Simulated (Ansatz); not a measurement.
A geometry of KTaO₃ away from equilibrium: step 2 of the relaxation of a generated trial cell of KTaO3 in the ilmenite structure type. All values below come from PBE (plane waves to 420 eV, PAW, scalar-relativistic; Ansatz, a program for electronic structure). Γ-centred k-mesh 5×5×5 on the run's cell (coarser than for final values), Fermi–Dirac smearing 0.05 eV. The plane waves were selected for a different cell earlier on the path.

```xyz
10
Lattice="2.8026 1.6181 5.2480 -2.8026 1.6181 5.2480 0.0000 -3.2362 5.2480" Properties=species:S:1:pos:R:3 pbc="T T T"
K      0.0000     0.0000     5.6309
K      0.0000     0.0000    10.1130
O     -1.0557    -1.8827     8.9583
O      2.1583     0.0271     8.9583
O     -1.1026     1.8556     8.9583
O      1.0557     1.8827     6.7857
O     -2.1583    -0.0271     6.7857
O      1.1026    -1.8556     6.7857
Ta     0.0000     0.0000     2.3444
Ta     0.0000     0.0000    13.3996
```

### Question
Give the Cartesian forces on all atoms (eV/Å).

### Answer
```json
[
 {"atom": "K1", "Fx": "0.00", "Fy": "0.00", "Fz": "0.31"},
 {"atom": "K2", "Fx": "0.00", "Fy": "0.00", "Fz": "-0.31"},
 {"atom": "O3", "Fx": "-1.00", "Fy": "-0.73", "Fz": "-0.81"},
 {"atom": "O4", "Fx": "1.13", "Fy": "-0.50", "Fz": "-0.81"},
 {"atom": "O5", "Fx": "-0.13", "Fy": "1.23", "Fz": "-0.81"},
 {"atom": "O6", "Fx": "1.00", "Fy": "0.73", "Fz": "0.81"},
 {"atom": "O7", "Fx": "-1.13", "Fy": "0.50", "Fz": "0.81"},
 {"atom": "O8", "Fx": "0.13", "Fy": "-1.23", "Fz": "0.81"},
 {"atom": "Ta9", "Fx": "0.00", "Fy": "0.00", "Fz": "0.14"},
 {"atom": "Ta10", "Fx": "0.00", "Fy": "0.00", "Fz": "-0.14"}
]
```

The path ends in R-3 (No. 148) (AFLOW prototype AB3C_hR10_148_c_f_c (as in TiFeO3)). No spin polarisation in the result.

The run could not lose the symmetry of its start: the end is stationary, and may be a saddle point rather than a minimum.

The end of the path is a generated cell of KTaO3: the first start was made by placing the elements on the sites of a structure type, and the end was not matched to a known phase here, so it may be hypothetical. Known forms of KTaO3 include space group No. 221.
